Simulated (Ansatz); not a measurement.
Ansatz (an electronic-structure program) input:

Ansatz 0.2 input:
```yaml
crystal:
  lattice:
    - [0.0, 2.0515780318, 2.0515780318]
    - [2.0515780318, 0.0, 2.0515780318]
    - [2.0515780318, 2.0515780318, 0.0]
  atoms:
    - { symbol: Ti, position: [0.0, 0.0, 0.0] }
kpoints:
  mp_grid: { grid: [36, 36, 36] }
hamiltonian:
  xc: r2scan
  dispersion: d4
  pseudopotentials: { kind: paw }
scf:
  occupations: { method: fermi_dirac, width: 0.1 }
elastic: { mode: relaxed_ion, stencil: two_point, amplitude: 0.005, f_tol: 0.0005 }
```

Output (shortened):

```
Pseudopotential: Ti, paw, valence charge 12
Functional definition: r2SCAN
Crystal: 1 atoms, lattice volume = 17.270 Å³
Basis set: ecut = 500 eV, 411 PW (Γ), exchange–correlation on 96×96×96 points (64 copies of the dense FFT grid, shifted against one another)
Bands: 10, of which v1, the nominal top of the filled ones, is band 6 counted from 1 (5 counted from 0)
Symmetry: 48 space group operations
Space group: Fm-3m (ITA 225), of the structure as read, at distance tolerance 2.6e-5 Å
k-points: 1240 of 46656
SCF 1 converged in 9 iterations: F = -2504.391841 eV  dr2 = 1.80e-14
Crystal: 1 atoms, lattice volume = 17.270 Å³
SCF 2 converged in 2 iterations: F = -2504.391841 eV  dr2 = 1.24e-15
Crystal: 1 atoms, lattice volume = 17.184 Å³
Symmetry: 16 space group operations
k-points: 3349 of 46656
SCF 3 converged in 10 iterations: F = -2504.391560 eV  dr2 = 2.31e-15
Crystal: 1 atoms, lattice volume = 17.356 Å³
Basis set: ecut = 500 eV, 459 PW (Γ), exchange–correlation on 96×96×96 points (64 copies of the dense FFT grid, shifted against one another)
SCF 4 converged in 7 iterations: F = -2504.391768 eV  dr2 = 2.05e-14
Crystal: 1 atoms, lattice volume = 17.270 Å³
Basis set: ecut = 500 eV, 435 PW (Γ), exchange–correlation on 96×96×96 points (64 copies of the dense FFT grid, shifted against one another)
Symmetry: 8 space group operations
k-points: 6346 of 46656
SCF 5 converged in 10 iterations: F = -2504.391748 eV  dr2 = 1.09e-14
Crystal: 1 atoms, lattice volume = 17.270 Å³
SCF 6 converged in 6 iterations: F = -2504.391748 eV  dr2 = 5.68e-14
SCF converged after 2 iterations
Free energy (F): -2504.391841 eV
Harris-Foulkes:  -2504.391841 eV  (|F-HF|=0.00e0)
Internal energy: -2504.340792 eV  (E = F + TS)
E sigma→0 (E₀):  -2504.366317 eV
Entropy (-TS):   -0.051049 eV (-51.049 meV/atom)
Fermi energy:    13.340910 eV
--- Per-component energies (eV) ---
  E_band       = -169.291056
  E_kinetic    = 272.633791
  E_local      = -806.316959  (includes V_loc(G=0)·N_el)
  E_nonlocal   = 7.352848
  E_hartree    = 330.382552
  E_xc         = -92.830278
  E_vxc        = -132.736720  (∫ρ·V_xc dr)
  E_paw        = -1056.750984  (= ΣΔE_a)
  E_vpaw       = -180.146874  (= ΣTr[D̂ρ^β])
  E_aug_tail   = 0.000095  (compensation charges beyond the density's cutoff)
  E_vtau       = 9.157660  (kinetic-family band-sum trace: ∫τ·v_τ [+ j·A + Jᵃ·Aᵃ] dr)
  E_ewald      = -1158.490658
  E_disp       = -0.067742  (pairwise vdW)
  E_core_change = -0.253457  (= ΣΔE_core)
  E_smearing   = -0.051049  (= −TS)
  E_closure    = 0.000000  (closes the sum)
  Σ components = -2504.391841   (vs F -2504.391841, Δ=0.00e0)
--- Forces (eV/Å), atoms counted from 1 ---
  atom   1  Ti     0.00000000     0.00000000     0.00000000
  max |Σ_I F_I| component: 0.0 eV/Å
--- Stress (GPa, compression-positive) ---
        0.191383       0.000000       0.000000
        0.000000       0.191383       0.000000
        0.000000       0.000000       0.191383
  P = ⅓ Tr σ = 0.1914 GPa (1.914 kbar)
--- Band table (eV; the first three rows and the last of 1240) ---
  k-point 0: bands = ["-45.7143", "-20.5009", "-20.5009", "-20.5009", "6.8266", "14.3413", "14.3413", "14.3413", "16.1554", "16.1554"]
  k-point 1: bands = ["-45.7134", "-20.5065", "-20.5016", "-20.5016", "6.8531", "14.3237", "14.3509", "14.3509", "16.1487", "16.1487"]
  k-point 2: bands = ["-45.7104", "-20.5232", "-20.5036", "-20.5036", "6.9320", "14.2724", "14.3792", "14.3792", "16.1296", "16.1296"]
  k-point 1239: bands = ["-45.5403", "-20.9571", "-20.9571", "-20.7582", "11.7632", "12.9194", "12.9194", "15.7365", "17.4325", "22.1009"]
--- Elastic constants: 2 strain directions × 2 members + reference (group order 48) ---
  dense FFT box of the reference and of every strained cell: 24×24×24
  strains applied: 11, 23; error gains: componentwise 1.00 (the most a stress slope's error grows in a printed constant), spectral 1.73 (1 for all six strains …
  pairwise dispersion correction: d4 (s6 = 1.0, s8 = 0.6018749, s9 = 1.0, a1 = 0.51559235, a2_bohr = 5.77342911), with the weights of each atom's references …
  C = ∂σ_k/∂η_j (tension-positive GPa; Voigt order 11 22 33 23 13 12):
       131.142    103.303    103.303      0.000      0.000      0.000
       103.303    131.142    103.303      0.000      0.000      0.000
       103.303    103.303    131.142      0.000      0.000      0.000
         0.000      0.000      0.000     68.581      0.000      0.000
         0.000      0.000      0.000      0.000     68.581      0.000
         0.000      0.000      0.000      0.000      0.000     68.581
  reference stress σ⁰ (GPa):     -0.191     -0.191     -0.191      0.000      0.000      0.000
  moduli (Voigt/Reuss/Hill, GPa): K = 112.58/112.58/112.58   G = 46.72/26.68/36.70   E = 99.30   ν = 0.353
  mechanically stable: yes (min eigenvalue of sym C = 27.84 GPa)
  strain η (Voigt 11):  stress-route row diagonal C_11 = 131.14 GPa, energy-path curvature d²(F+E_count+ΔE)/dδ²/Ω₀ = 131.15 GPa
         δ    σ_11 (GPa)             F (eV)   n_scf  n_hpsi   n_pw
    -5.000e-3      -0.8525       -2504.3915596      10  762287    450   relax 0 steps, max|allowed force component| 0.00e0 eV/Å
     5.000e-3       0.4589       -2504.3917681       7  624713    459   relax 0 steps, max|allowed force component| 0.00e0 eV/Å
  strain η (Voigt 23):  stress-route row diagonal C_44 = 68.58 GPa, energy-path curvature d²(F+E_count+ΔE)/dδ²/Ω₀ = 68.69 GPa
         δ    σ_23 (GPa)             F (eV)   n_scf  n_hpsi   n_pw
    -5.000e-3      -0.3429       -2504.3917483      10  1399850    452   relax 0 steps, max|allowed force component| 0.00e0 eV/Å
     5.000e-3       0.3429       -2504.3917483       6  1135239    452   relax 0 steps, max|allowed force component| 0.00e0 eV/Å
```

Cost: about 11 core-minutes (a rough figure) on shared cores.

The workflow started from an entry of the Crystallography Open Database (COD), which files this formula under 3 space groups. It is not the phase usual at ambient conditions (space group No. 194). The cell was relaxed with r²SCAN+D4 under the symmetry of its start; its stability against distortions is not shown here. No spin polarisation was allowed. The pairwise dispersion correction was not fitted to metals. As this level gives no gap, shear constants depend on the k-mesh and smearing (Fermi–Dirac, 0.1 eV here).

Potentials: the later of the program's two PAW sets.

Ansatz is a plane-wave DFT program.
